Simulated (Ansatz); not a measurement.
The elements of this relaxed trial crystal are hidden behind letters.

```
lattice vectors (Å)
   4.2647    0.0000    0.0000
  -2.1324    3.6933    0.0000
   0.0000    0.0000   10.5206
fractional positions
X 0.0000 0.0000 0.6674
Z 0.3333 0.6667 0.9907
Z 0.6667 0.3333 0.3386
Q 0.3333 0.6667 0.7364
Q 0.0000 0.0000 0.4318
Q 0.6667 0.3333 0.0851
```

All numbers below come from Ansatz 0.2.0, DFT PBE, scalar-relativistic, plane waves, PAW. Plane waves to 420 eV, a 12×12×4 mesh through Γ for the 6-atom cell and 0.02 eV Gaussian smearing; no spin polarisation.

* Space group: P3m1 (No. 156)
* Conventional cell: a = 4.265 Å, c = 10.521 Å
* Volume per atom: 27.62 Å³
* Density: 5.28 g/cm³
* Formation energy: −0.638 eV/atom
* Gap on the 12×12×4 mesh of the 6-atom cell: 0.55 eV

Energies are uncorrected and count from the elements' standard states at the same level.

**Question.** X is a d-block element of period 4, Z is a d-block element of period 5 and Q is a p-block element of period 4. Which elements are they?

**Answer.** X = Zn, Z = Cd, Q = Se, so the formula is ZnCd2Se3. Density times volume gives a mean mass of 5.28 × 27.62/1.6605 = 87.8 u per atom, and this set has 87.9 u. Around Zn lie 4 Se at 2.48–2.57 Å; Cd on its first site is surrounded by 4 Se at 2.65–2.68 Å; Se on its first site is surrounded by 3 Zn at 2.57 Å and 1 Cd at 2.68 Å; 3 more sites not described. Other sets within the hints have nearly the same mass, so mass alone doesn't settle it; this one was computed.

Kohn–Sham gaps at this level usually fall short of measured ones. A later test with randomly moved atoms came back to the same energy, though modes that don't fit the test's cell weren't probed.
